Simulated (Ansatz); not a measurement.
The cell is COD entry 1538927, as deposited and not checked against the literature; nothing was relaxed. The listed cell was then made from it by scaling, straining or moving an atom.

An input for LuTl₃: DFT, PBEsol, all-electron LAPW, scalar-relativistic (Ansatz 0.2.0).

Command: `ansatz run input.yaml --threads 1 --pin off --max-ram 4096MiB --backend cpu --events-out ev --progress --plain --runs-dir out` The run took 2.4 min on 1 thread of Arm Neoverse V1, with other jobs on the host, peak memory 0.65 GiB.

```yaml
crystal:
  lattice:
    - [4.69953, 0.0, 0.0]
    - [0.0, 4.69953, 0.0]
    - [0.0, 0.0, 4.653]
  atoms:
    - { symbol: Lu, position: [0.0, 0.0, 0.0] }
    - { symbol: Tl, position: [0.0, 0.5, 0.5] }
    - { symbol: Tl, position: [0.5, 0.0, 0.5] }
    - { symbol: Tl, position: [0.5, 0.5, 0.0] }
kpoints:
  mp_grid: { grid: [7, 7, 7] }
  band_path:
    path:
      - [0.0, 0.0, 0.0]
      - [0.0, 0.5, 0.0]
      - [0.5, 0.5, 0.0]
      - [0.0, 0.0, 0.0]
      - [0.0, 0.0, 0.5]
      - [0.0, 0.5, 0.5]
      - [0.5, 0.5, 0.5]
      - [0.0, 0.0, 0.5]
      - [0.0, 0.5, 0.0]
    npoints: 5
scf:
  occupations: { method: fermi_dirac, width: 0.08 }
hamiltonian:
  xc: pbesol
  pseudopotentials: { kind: all_electron, lapw: { basis_error: 0.001 } }
output:
  forces: true
  stress: true
  eigenvalues: true
```

Set-up and iterations as logged by Ansatz (the results part is left out, to be predicted):

```
LAPW: plane waves up to 6.970 Å⁻¹, error target 1.0e-3 eV per atom; small_component_spin mean_spin; Lu in spheres of 1.672 Å, 35 of its electrons in bands, Dirac shells []; Tl in spheres of 1.635 Å, 35 of its electrons in bands, Dirac shells []
Engine: ansatz 0.2.0
Pseudopotentials: kind: all_electron
Pseudopotential: Lu, LAPW, valence charge 35, Koelling and Harmon's equation, gaussian nucleus
Pseudopotential: Tl, LAPW, valence charge 35, Koelling and Harmon's equation, gaussian nucleus
Functional definition: PBEsol
  exchange = pbesol_x
  correlation = pbesol_c
Crystal: 4 atoms, lattice volume = 102.764 Å³
Basis set: ecut = 185.07966103006686 eV, 603 PW (Γ), exchange–correlation at level 2
Bands: 84, of which v1, the nominal top of the filled ones, is band 70 counted from 1 (69 counted from 0)
Symmetry: 16 space group operations
Space group: P4/mmm (ITA 123), of the structure as read, at distance tolerance 4.7e-5 Å
k-points: 40 of 343
Non-local potential: Lu, projectors of the file, none
Non-local potential: Tl, projectors of the file, none
Initial density: superposition of atomic densities (chi_scale 0.1, normalization cell, long waves kept (reshape's long-wave potential 0.00 eV rms))
Initial wavefunctions: plane waves of lowest kinetic energy (no species holds an atomic orbital)
Functional: x = pbesol(κ = 0.804, μ = 0.12345679012345678), c = pbesol(β = 0.046)
iter 1 solved again at ethr=1.12e-4 eV; its pass at ethr=1.00e-1 eV (dr2=1.56e-1 eV) is discarded
SCF iter   1: F=—  HF=-2048006.568512 eV  |F-HF|=—  |Δ(HF+E_count)|=         —  Δρ=1.07e-2  dr2=1.56e-1  ethr=1.12e-4  ⟨swp⟩=3.0  Hψ=20714  notcnv=0
SCF iter   2: F=—  HF=-2048006.663338 eV  |F-HF|=—  |Δ(HF+E_count)|=   9.48e-2  Δρ=3.19e-3  dr2=2.74e-2  ethr=1.12e-4  ⟨swp⟩=3.0  Hψ=10850  notcnv=0
SCF iter   3: F=—  HF=-2048006.289961 eV  |F-HF|=—  |Δ(HF+E_count)|=   3.73e-1  Δρ=4.59e-3  dr2=3.90e-2  ethr=1.96e-5  ⟨swp⟩=3.0  Hψ=10889  notcnv=0
SCF iter   4: F=—  HF=-2048006.273271 eV  |F-HF|=—  |Δ(HF+E_count)|=   1.67e-2  Δρ=2.63e-3  dr2=1.27e-2  ethr=1.96e-5  ⟨swp⟩=2.0  Hψ=10150  notcnv=0
SCF iter   5: F=—  HF=-2048006.271110 eV  |F-HF|=—  |Δ(HF+E_count)|=   2.16e-3  Δρ=1.82e-3  dr2=7.60e-3  ethr=9.04e-6  ⟨swp⟩=2.0  Hψ=9971  notcnv=0
SCF iter   6: F=—  HF=-2048006.271090 eV  |F-HF|=—  |Δ(HF+E_count)|=   2.05e-5  Δρ=7.01e-4  dr2=1.29e-3  ethr=5.43e-6  ⟨swp⟩=2.0  Hψ=10055  notcnv=0
iter 7 solved again at ethr=6.44e-8 eV; its pass at ethr=9.24e-7 eV (dr2=9.02e-5 eV) is discarded
SCF iter   7: F=—  HF=-2048006.270977 eV  |F-HF|=—  |Δ(HF+E_count)|=   1.13e-4  Δρ=2.38e-4  dr2=9.01e-5  ethr=6.44e-8  ⟨swp⟩=2.0  Hψ=17016  notcnv=0
SCF iter   8: F=—  HF=-2048006.270983 eV  |F-HF|=—  |Δ(HF+E_count)|=   6.16e-6  Δρ=1.05e-4  dr2=3.65e-5  ethr=6.44e-8  ⟨swp⟩=2.0  Hψ=10148  notcnv=0
SCF iter   9: F=—  HF=-2048006.270978 eV  |F-HF|=—  |Δ(HF+E_count)|=   5.80e-6  Δρ=4.88e-5  dr2=9.03e-6  ethr=2.61e-8  ⟨swp⟩=2.0  Hψ=10148  notcnv=0
SCF iter  10: F=—  HF=-2048006.270975 eV  |F-HF|=—  |Δ(HF+E_count)|=   2.15e-6  Δρ=2.15e-5  dr2=1.11e-6  ethr=6.45e-9  ⟨swp⟩=2.0  Hψ=10148  notcnv=0
SCF iter  11: F=—  HF=-2048006.270975 eV  |F-HF|=—  |Δ(HF+E_count)|=   2.87e-7  Δρ=1.41e-5  dr2=4.20e-7  ethr=7.93e-10  ⟨swp⟩=2.0  Hψ=10148  notcnv=0
SCF iter  12: F=—  HF=-2048006.270975 eV  |F-HF|=—  |Δ(HF+E_count)|=   2.16e-7  Δρ=5.34e-6  dr2=4.66e-8  ethr=3.00e-10  ⟨swp⟩=2.0  Hψ=10148  notcnv=0
SCF iter  13: F=-2048006.270975 eV  HF=-2048006.270975 eV  |F-HF|=7.68e-9  |Δ(HF+E_count)|=   5.10e-8  Δρ=2.45e-6  dr2=9.04e-9  ethr=3.33e-11  ⟨swp⟩=2.0  Hψ=10148  notcnv=0
```

Question: What pressure will this run report?

Answer: -1.33 GPa (positive in compression).

Question: Is there a band gap?

Answer: none: bands cross the Fermi level, a metal.
